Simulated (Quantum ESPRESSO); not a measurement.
# Computed records: AlSi3Ge3P (made-up cell)

Computed with Quantum ESPRESSO 7.5. Calculation on a made-up crystal cell, not a measurement: periodic Kohn-Sham density functional theory in plane waves with PseudoDojo standard norm-conserving scalar-relativistic pseudopotentials, each functional with its own files (v0.5 for PBE, v0.4.1 for LDA and PBEsol), no spin polarisation, no spin-orbit coupling, atoms not relaxed, stress positive in tension, energies less a fixed whole-eV offset for each atom's element; levels are Kohn-Sham levels at fractions of this cell's reciprocal vectors, counted from the reference band (half the neutral cell's valence electrons, rounded up) at Gamma; error bars cover cutoff and k-mesh only, not smearing or the files; added strain carries the atoms with the cell, and shear is the tensor component; each bar is the largest change over components, and at least 0.002 eV, 0.002 eV per angstrom or 0.02 GPa; energies are for the whole cell, and the offsets were chosen from early runs and are not element reference energies.

```cif
# cell vector a (Å): 5.4321 -0.0480 0.0155
# cell vector b (Å): -0.0480 5.4504 -0.0444
# cell vector c (Å): 0.0155 -0.0444 5.4017
data_AlSi3Ge3P
_symmetry_space_group_name_H-M 'P 1'
_symmetry_Int_Tables_number 1
_cell_length_a 5.4323
_cell_length_b 5.4508
_cell_length_c 5.4019
_cell_angle_alpha 90.939
_cell_angle_beta 89.668
_cell_angle_gamma 91.012
_cell_volume 159.90
loop_
_atom_site_label
_atom_site_type_symbol
_atom_site_fract_x
_atom_site_fract_y
_atom_site_fract_z
_atom_site_occupancy
Ge1 Ge 0.00258 0.00029 0.00142 1
Al1 Al 0.99548 0.48884 0.48606 1
Si1 Si 0.50595 0.00934 0.50215 1
Ge2 Ge 0.50907 0.48306 0.99688 1
Si2 Si 0.23511 0.25357 0.24668 1
Ge3 Ge 0.25249 0.75717 0.75308 1
Si3 Si 0.73247 0.24780 0.75764 1
P1 P 0.76315 0.75975 0.25442 1
_calc_lattice_type 'zincblende/diamond'
_calc_functional 'pbe'
_calc_cutoff 1061  # eV
_calc_fermi_dirac_smearing 0.1  # eV
_calc_scf_tolerance 1e-07  # eV
_calc_electrons_removed 0
_calc_added_strain_kind 'zz'
_calc_added_strain -0.0053
_calc_k_mesh '6 x 6 x 6, shifted by half a step'
_calc_structure_shown 'before the added strain of -0.0053'
_calc_fermi_level ?
_calc_stress_zz ?
```

Atoms:
| atoms element | atom site | atom energy offset (eV) |
| --- | --- | --- |
| Ge | 1 | -2430 |
| Al | 2 | -64 |
| Si | 3 | -115 |
| Ge | 4 | -2430 |
| Si | 5 | -115 |
| Ge | 6 | -2430 |
| Si | 7 | -115 |
| P | 8 | -189 |

Question: Estimate the fermi level of AlSi3Ge3P (made-up cell).
Answer: 0.0374 eV

Question: What stress zz does the calculation give for AlSi3Ge3P (made-up cell)?
Answer: -11 GPa

Further results for AlSi3Ge3P (made-up cell):

* free energy less offsets: 0.5674 eV
* smearing term minus ts: -0.02058 eV
* scf iterations: 10
* pressure: 10.16 GPa
* stress xx: -9.614 GPa
* stress yy: -9.87 GPa
* stress yz: -4.966 GPa
* stress xz: 3.683 GPa
* stress xy: -0.08122 GPa
* reference band: 31
* error bar energy: 0.002 eV
* error bar stress: 0.03042 GPa
* error bar force: 0.003774 eV/Å
* error bar next band up: 0.002 eV
* error bar fermi level: 0.004522 eV
* error bars from: tighter rerun of a related cell

Forces:
| site | x (eV/Å) | y (eV/Å) | z (eV/Å) |
| --- | --- | --- | --- |
| 1 | -0.848 | 0.5147 | -0.6898 |
| 2 | -0.7328 | 1.056 | 1.624 |
| 3 | -0.9719 | -0.323 | -1.062 |
| 4 | -1.477 | 2.023 | 1.213 |
| 5 | 2.147 | -0.8048 | 0.4866 |
| 6 | 0.5147 | -1.313 | -0.9362 |
| 7 | 2.425 | -0.7522 | -1.105 |
| 8 | -1.057 | -0.4003 | 0.4692 |

Levels:
| level k point | next band up (eV) |
| --- | --- |
| Gamma | 0.1341 |
| (1/2,1/2,1/2) | -0.02413 |
| (0.15,0,0) | 0.05532 |
| (0,0.15,0) | 0.1098 |
| (0,0,0.15) | -0.01951 |
